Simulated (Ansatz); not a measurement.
**Kick test of a cell of NaCuH3**

The structure comes from a generated guess, relaxed at this level; another structure or a mixture of phases may lie lower.

Computed with Ansatz 0.2.0, DFT PBE, scalar-relativistic, plane waves, PAW. Plane waves to 420 eV, a k mesh through Γ of 10×10×10 on the computed 5-atom cell and Gaussian smearing (0.10 eV); no spin polarisation.

The cell below (5 atoms, space group Pm-3m (No. 221)) is relaxed within its symmetry.

```cif
data_structure
_symmetry_space_group_name_H-M 'P 1'
_symmetry_Int_Tables_number 1
_cell_length_a 3.5038
_cell_length_b 3.5038
_cell_length_c 3.5038
_cell_angle_alpha 90.000
_cell_angle_beta 90.000
_cell_angle_gamma 90.000
_cell_volume 43.02
loop_
_atom_site_label
_atom_site_type_symbol
_atom_site_fract_x
_atom_site_fract_y
_atom_site_fract_z
_atom_site_occupancy
Na1 Na 0.00000 0.00000 0.00000 1
Cu1 Cu 0.50000 0.50000 0.50000 1
H1 H 0.00000 0.50000 0.50000 1
H2 H 0.50000 0.00000 0.50000 1
H3 H 0.50000 0.50000 0.00000 1
```

For the test a repeat of it with 10 atoms (edges 3.50, 3.50, 7.01 Å) was strained at random (σ = 1.5 % a component), the atoms were moved at random (σ = 0.10 Å), and all was relaxed again on a coarse 6×6×4 mesh (in the run’s order of axes) with 0.20 eV smearing, with no symmetry imposed.

The cell is a metal run without spin; a magnetic state may lie lower.

Task: Is the structure stable against such a distortion?

Result: It returns, within 2 meV/atom of the unmoved cell on that mesh and with the same symmetry when read at 0.1 Å (P4/mmm at 0.01 Å, so small strains and shifts remain). No instability shows in this cell; modes of other wave vectors, which need another repeat, aren't tested.
